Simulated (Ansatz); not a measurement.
Input, command and steps of an Ansatz relaxation.

```yaml
crystal:
  lattice:
    - [3.4429433783, 0.0, 0.0]
    - [-1.7214716892, 2.9816764294, 0.0]
    - [0.0, 0.0, 3.7174637806]
  atoms:
    - { symbol: Al, position: [0.0, 0.0, 0.0] }
    - { symbol: Rh, position: [0.3333333333, 0.6666666667, 0.5] }
    - { symbol: Rh, position: [0.6666666667, 0.3333333333, 0.5] }
basis:
  ecutwfc: 420
kpoints:
  mp_grid: { grid: [6, 6, 6] }
hamiltonian:
  xc: pbe
scf:
  occupations: { method: gaussian, width: 0.1 }
  lower_state_search: "off"
output:
  forces: true
  stress: true
  eigenvalues: true
relax:
  adjacent_minimum: "off"
  f_tol: 0.04
  max_steps: 70
  cell: { stress_tol: 0.4 }
```

```bash
ansatz run input.yaml --threads 1 --pin off --max-ram 2560MiB --backend cpu --events-out ev --progress --plain --runs-dir out
```

The calculation used DFT PBE, scalar-relativistic, plane waves, PAW in Ansatz 0.2.0.

Of 14 frames 10 are shown, positions in Å and forces in eV/Å; the SCF threshold varies from step to step. Steps run on the plane waves of an earlier cell, with a Pulay correction in the pressure. The basis is chosen afresh for the last frame, the zero of the energies, and at times for earlier ones too; energy and pressure step there, also at an unchanged geometry. Here that happened at step 11 (-87 meV/atom, 7.8 GPa); the frames before carry an error of that size.

```xyz
3
Lattice="3.4429 0.0000 0.0000 -1.7215 2.9817 0.0000 0.0000 0.0000 3.7175" Properties=species:S:1:pos:R:3:forces:R:3 pbc="T T T" step=1 free_energy_over_end_meV_per_atom=3085.36 pressure_GPa=145.24
Al    0.0000    0.0000    0.0000    0.0000    0.0000    0.0000
Rh    0.0000    1.9878    1.8587    0.0000    0.0000    0.0000
Rh    1.7215    0.9939    1.8587    0.0000    0.0000    0.0000
3
Lattice="3.6118 0.0000 0.0000 -1.8059 3.1280 0.0000 0.0000 0.0000 3.7246" Properties=species:S:1:pos:R:3:forces:R:3 pbc="T T T" step=2 free_energy_over_end_meV_per_atom=1795.87 pressure_GPa=78.95
Al    0.0000    0.0000    0.0000    0.0000    0.0000    0.0000
Rh    0.0000    2.0853    1.8623    0.0000    0.0000    0.0000
Rh    1.8059    1.0427    1.8623    0.0000    0.0000    0.0000
3
Lattice="3.9532 0.0000 0.0000 -1.9766 3.4236 0.0000 0.0000 0.0000 3.5104" Properties=species:S:1:pos:R:3:forces:R:3 pbc="T T T" step=4 free_energy_over_end_meV_per_atom=639.34 pressure_GPa=12.56
Al    0.0000    0.0000    0.0000    0.0000    0.0000    0.0000
Rh    0.0000    2.2824    1.7552    0.0000    0.0000    0.0000
Rh    1.9766    1.1412    1.7552    0.0000    0.0000    0.0000
3
Lattice="4.0516 0.0000 0.0000 -2.0258 3.5088 0.0000 0.0000 0.0000 3.3288" Properties=species:S:1:pos:R:3:forces:R:3 pbc="T T T" step=5 free_energy_over_end_meV_per_atom=451.22 pressure_GPa=2.94
Al    0.0000    0.0000    0.0000    0.0000    0.0000    0.0000
Rh    0.0000    2.3392    1.6644    0.0000    0.0000    0.0000
Rh    2.0258    1.1696    1.6644    0.0000    0.0000    0.0000
3
Lattice="4.1612 0.0000 0.0000 -2.0806 3.6037 0.0000 0.0000 0.0000 2.9636" Properties=species:S:1:pos:R:3:forces:R:3 pbc="T T T" step=7 free_energy_over_end_meV_per_atom=166.24 pressure_GPa=-1.79
Al    0.0000    0.0000    0.0000    0.0000    0.0000    0.0000
Rh    0.0000    2.4025    1.4818    0.0000    0.0000    0.0000
Rh    2.0806    1.2012    1.4818    0.0000    0.0000    0.0000
3
Lattice="4.2056 0.0000 0.0000 -2.1028 3.6422 0.0000 0.0000 0.0000 2.8110" Properties=species:S:1:pos:R:3:forces:R:3 pbc="T T T" step=8 free_energy_over_end_meV_per_atom=108.97 pressure_GPa=-1.21
Al    0.0000    0.0000    0.0000    0.0000    0.0000    0.0000
Rh    0.0000    2.4281    1.4055    0.0000    0.0000    0.0000
Rh    2.1028    1.2141    1.4055    0.0000    0.0000    0.0000
3
Lattice="4.2135 0.0000 0.0000 -2.1067 3.6490 0.0000 0.0000 0.0000 2.7737" Properties=species:S:1:pos:R:3:forces:R:3 pbc="T T T" step=10 free_energy_over_end_meV_per_atom=106.18 pressure_GPa=-0.23
Al    0.0000    0.0000    0.0000    0.0000    0.0000    0.0000
Rh    0.0000    2.4327    1.3868    0.0000    0.0000    0.0000
Rh    2.1067    1.2163    1.3868    0.0000    0.0000    0.0000
3
Lattice="4.2135 0.0000 0.0000 -2.1067 3.6490 0.0000 0.0000 0.0000 2.7737" Properties=species:S:1:pos:R:3:forces:R:3 pbc="T T T" step=11 free_energy_over_end_meV_per_atom=18.77 pressure_GPa=7.61
Al    0.0000    0.0000    0.0000    0.0000    0.0000    0.0000
Rh    0.0000    2.4327    1.3868    0.0000    0.0000    0.0000
Rh    2.1067    1.2163    1.3868    0.0000    0.0000    0.0000
3
Lattice="4.2961 0.0000 0.0000 -2.1481 3.7206 0.0000 0.0000 0.0000 2.7539" Properties=species:S:1:pos:R:3:forces:R:3 pbc="T T T" step=13 free_energy_over_end_meV_per_atom=0.36 pressure_GPa=-0.09
Al    0.0000    0.0000    0.0000    0.0000    0.0000    0.0000
Rh    0.0000    2.4804    1.3769    0.0000    0.0000    0.0000
Rh    2.1481    1.2402    1.3769    0.0000    0.0000    0.0000
3
Lattice="4.2961 0.0000 0.0000 -2.1481 3.7206 0.0000 0.0000 0.0000 2.7539" Properties=species:S:1:pos:R:3:forces:R:3 pbc="T T T" step=14 free_energy_over_end_meV_per_atom=0.00 pressure_GPa=-0.13
Al    0.0000    0.0000    0.0000    0.0000    0.0000    0.0000
Rh    0.0000    2.4804    1.3769    0.0000    0.0000    0.0000
Rh    2.1481    1.2402    1.3769    0.0000    0.0000    0.0000
```

The start puts this composition into another compound's structure type, which needn't suit it. At the end the space group is P6/mmm (tolerance 0.05 Å).

Time: 11 s on 1 thread of Intel(R) Xeon(R) 6975P-C (Granite Rapids) (shared host), peak memory 0.37 GiB.

The k mesh is coarse.